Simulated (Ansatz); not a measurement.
## Compressing MnSe: a fit and a missing row

MnSe, Fm-3m, a = 5.470 Å. Ansatz: r2SCAN, PAW, 500 eV, Γ-centred 14×14×14 mesh on 2 atoms, Gaussian smearing 0.10 eV; collinear spin, largest moment 4.5 μB. Symmetry fixes shape and atoms, so the cell is only scaled; pressure is positive in compression.

```tsv
V (Å³/atom)	P (GPa)
19.227	4.58
19.841	?
20.454	0.00
21.068	-2.03
21.682	-3.81
```

**Question.** Take V0 = 20.454 Å³/atom, fit the third-order Birch–Murnaghan form to the other rows, and predict the missing pressure.

**Answer.** With the Eulerian strain f = ½[(V0/V)^(2/3) − 1] and y = P/[3f(1 + 2f)^(5/2)], the form is the line y = B0 + 1.5 B0 (B0′ − 4) f. Rows (f, y): 0.02105, 65.4; -0.00976, 72.8; -0.01906, 73.4. Means f = -0.002590, y = 70.533; Σ(Δf)² = 0.0008815, ΣΔfΔy = -0.1848; the slope is their ratio. y = 69.99 − 209.7 f GPa, so B0 = 70.0 GPa and B0′ = 4 + 2 × (-209.7)/(3 × 69.99) = 2.00. At V = 19.841, f = 0.01025, y = 67.84 and P = 2.19 GPa. The run gave 2.22 GPa, so the fit is 0.03 GPa too low, within twice the rms miss on the fitted rows (0.02 GPa).

The state reached may not be the lowest one. The cell holds one magnetic atom, so it can only be ferromagnetic; an antiferromagnetic order may lie lower.